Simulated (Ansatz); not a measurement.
La2MgNiO6 in space group R-3 (No. 148; La on 6c, Mg on 3b, Ni on 3a, O on 18f), the program Ansatz at the PBE level (PAW), all energies at zero smearing, with the estimated change up to a 700 eV cutoff added, with one set of potentials and settings (totals compare only within such a set). Cell of 10 atoms (2 La, 1 Mg, 1 Ni, 6 O): -23678.677 eV.

```
element                             reference phase  E (eV/atom)
-------  ------------------------------------------  -----------
La                    P6_3/mmc, 4 atoms in the cell   -6250.0953
Mg                    P6_3/mmc, 2 atoms in the cell   -1923.8026
Ni       Fm-3m, 1 atoms in the cell, spin-polarised   -5839.7239
O         C2/m, 4 atoms in the cell, spin-polarised    -565.0000
```

Formation energy per atom, worked out: (-23678.677 − 2×(-6250.0953) − 1×(-1923.8026) − 1×(-5839.7239) − 6×(-565.0000))/10 = -2.496 eV/atom (-241 kJ per mol of atoms), at 0 K, without zero-point energy or fitted corrections.

The workflow started from a Materials Project entry (that database holds measured and hypothetical structures alike); the Crystallography Open Database copy checked does not list it. With Mg and Ni taken as one species the cell has the higher symmetry R-3c, so it may be an ordered model of a mixed-site phase. Whether it is the stable phase at ambient conditions was not checked. The PBE relaxation kept the symmetry of its start; whether a distortion lowers the energy is not shown. No spin polarisation was allowed. No Hubbard U is applied. The references are the lowest solids computed at this level, not always the standard phases (solids in place of the gases). Spin–orbit coupling is left out wherever it is not named.

Potentials: the later of the program's two PAW sets.
